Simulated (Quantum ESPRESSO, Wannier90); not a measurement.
**Wannierisation of TlCl (rock salt)**

```
CELL_PARAMETERS angstrom
      0.00000     3.21955     3.21955
      3.21955     0.00000     3.21955
      3.21955     3.21955     0.00000
ATOMIC_POSITIONS crystal
  Tl 0.00000 0.00000 0.00000
  Cl 0.50000 0.50000 0.50000
```

Materials Project entry mp-569639; symmetrised, unrelaxed at this level. Not found in the COD (Crystallography Open Database) copy used, which has the formula in other groups; not checked further. Computed values, not measurements, from PBEsol: Quantum ESPRESSO (norm-conserving PseudoDojo potentials, cutoff 50 Ry, no spin polarisation, no spin-orbit coupling) on a Γ-centred 6×6×6 mesh, then Wannier90. Density: 8×8×8 mesh, cold smearing 0.01 Ry. Spin-orbit coupling is left out although heavy elements are present.

Functional, cutoff and mesh named above are those of the base row (50); the first column says what each row takes instead. Model: 5 functions from bands 1,7-10, start SCDM (isolated) (the valence bands). Energies are relative to the valence-band maximum; the misfit is to pw.x on a path, for all bands of the set. Only the plane-wave cutoff changes (density cutoff four times as high). Ω_total can sit in another minimum from row to row; Ω_I of an isolated set cannot.

```csv
ecutwfc (Ry),Ω_I (Å²),Ω_total (Å²),rms misfit (meV),gap (eV),ΔE to highest cutoff (meV/atom),"plane waves a k-point, about (cost)"
25,6.84,7.66,2.3,2.373,8789.8,950
31,6.83,7.65,1.7,2.299,2384.9,1300
38,6.83,7.65,1.4,[?],[?],1800
50,6.83,7.65,1.4,2.287,7.7,2700
62,6.83,7.65,1.3,2.289,0.2,3700
78,6.83,7.65,1.4,2.289,0.0,5200
```

### Question
Some entries are withheld; supply them.

### Answer

- 38, gap (eV): 2.284
- 38, ΔE to highest cutoff (meV/atom): 391.1
